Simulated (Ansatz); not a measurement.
Task: AlP (rock salt, Fm-3m) is relaxed with the program Ansatz at the PBE+D3(BJ) level (PAW). What lattice parameters of the conventional cell result?

Result: a = 5.008 Å.

These are the values of the symmetrised cell.

Task: Is it a metal or does it have a gap at this level?

Result: No gap at this level.

The start of the workflow was typed in or built on a structure type; neither database checked (COD, Materials Project) lists it. It is not the phase usual at ambient conditions (space group No. 216). Symmetry was held in the PBE+D3(BJ) relaxation; whether a distortion lowers the energy is not shown.

Potentials: the earlier of the program's two PAW sets.
